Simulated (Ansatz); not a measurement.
**What a change of settings does to a run on BaNb**

The cell was built from the L10 type and relaxed in the same program; it needn't be a known or the stable phase. The listed cell was then made from it by scaling, straining or moving an atom.

First run: DFT, r2SCAN, PAW with Ansatz's default frozen-core files, scalar-relativistic (Ansatz 0.2.0).

Command: `ansatz run input.yaml --threads 1 --pin off --max-ram 2048MiB --backend cpu --events-out ev --progress --plain --runs-dir out` The run took 51 s on 1 thread of Intel(R) Xeon(R) Processor @ 2.50GHz (Skylake/Cascade Lake), with other jobs on the host, peak memory 0.59 GiB.

```yaml
crystal:
  lattice:
    - [3.0684281362, 0.0, 0.0]
    - [0.0, 3.0684281362, 0.0]
    - [0.0, 0.0, 5.797512062]
  atoms:
    - { symbol: Ba, position: [0.0651799524, 0.0, 0.0] }
    - { symbol: Nb, position: [0.5, 0.5, 0.5] }
kpoints:
  mp_grid: { grid: [9, 9, 7] }
scf:
  occupations: { method: fermi_dirac, width: 0.05 }
hamiltonian:
  xc: r2scan
  pseudopotentials: { kind: paw }
output:
  forces: true
  stress: true
  eigenvalues: true
  efg: { contact_densities: true }
  write_density: true
  write_potential: true
  elf: true
  volumetric_format: npy
```

Result: converged; pressure 0.10 GPa; largest force 0.229 eV/Å; 8 SCF iterations.

Spin polarisation is left out, and whether a magnetic state lies lower isn't shown here.

No spin–orbit coupling, which matters for the heavy atoms here.

The input is then changed:

```diff
@@ -8,7 +8,8 @@
     - { symbol: Nb, position: [0.5, 0.5, 0.5] }
 kpoints:
-  mp_grid: { grid: [9, 9, 7] }
+  mp_grid: { grid: [11, 11, 9] }
 scf:
   occupations: { method: fermi_dirac, width: 0.05 }
+  initial_density: { chi_scale: 0.1 }
 hamiltonian:
   xc: r2scan
@@ -19,7 +20,3 @@
   eigenvalues: true
   efg: { contact_densities: true }
-  write_density: true
-  write_potential: true
-  elf: true
-  volumetric_format: npy
```

Problem. What does the second run give?

Solution. It converged; energy at zero smearing +0.7 meV/atom from the first run; pressure 0.12 GPa; largest force 0.188 eV/Å; 10 SCF iterations.
